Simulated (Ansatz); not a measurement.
The calculation used DFT PBE, scalar-relativistic, plane waves, PAW in Ansatz 0.2.0. All cells share a 420 eV cutoff and Γ-centred k meshes spaced at most about 0.3 Å⁻¹ (about 0.25 or finer for metals, 2π included). No spin polarisation in the final relaxations.

All energies are static (0 K, no zero-point motion). All come from trial cells, and lower structures may exist.

Question: Which of these relaxed structures of SrHgN is the lowest in energy?
A.

```xyz
3
Lattice="5.2636 0.0000 0.0000 0.0000 5.2636 0.0000 0.0000 0.0000 4.2940" Properties=species:S:1:pos:R:3 pbc="T T T"
Sr    2.6318    2.6318    0.0000
Hg    0.0000    0.0000    0.0000
N     2.6318    2.6318    2.1470
```

B.

```xyz
3
Lattice="4.1907 0.0000 0.0000 -2.0954 3.6293 0.0000 0.0000 0.0000 4.2017" Properties=species:S:1:pos:R:3 pbc="T T T"
Sr    0.0000    0.0000    0.0000
Hg    0.0000    2.4195    2.1009
N     2.0954    1.2098    2.1009
```

C.

```xyz
3
Lattice="3.7834 0.0000 0.0000 0.0000 3.7834 0.0000 0.0000 0.0000 4.6183" Properties=species:S:1:pos:R:3 pbc="T T T"
Sr    1.8917    1.8917    2.3092
Hg    0.0000    0.0000    0.0000
N     0.0000    0.0000    2.3092
```

Answer: C. It has space group P4/mmm (No. 123); the next, B, with space group P-6m2 (No. 187), lies 0.44 eV/atom higher. Counting N atoms around Hg and Sr (those within 1.25 times the shortest such distance or 1.15 times the sum of covalent radii; the shortest distance is added where it is long for a bond), the lowest has Sr 4, Hg 2 and the next has Sr 6 from 3.2 Å, Hg 3 from 2.4 Å.

These runs have no spin–orbit coupling, which can matter for Hg. In P4/mmm at 22.0 Å³/atom, P-6m2, P4/mmm at 39.7 Å³/atom an odd number of electrons in the primitive cell allows no gap without spin; a larger cell or a magnetic state could open one. A magnetic state wasn't ruled out in cells without spin, among them P-6m2. Cells relaxed within their symmetry can be saddle points. Some types were kept out of the candidates beforehand, so the set may lack a known form.
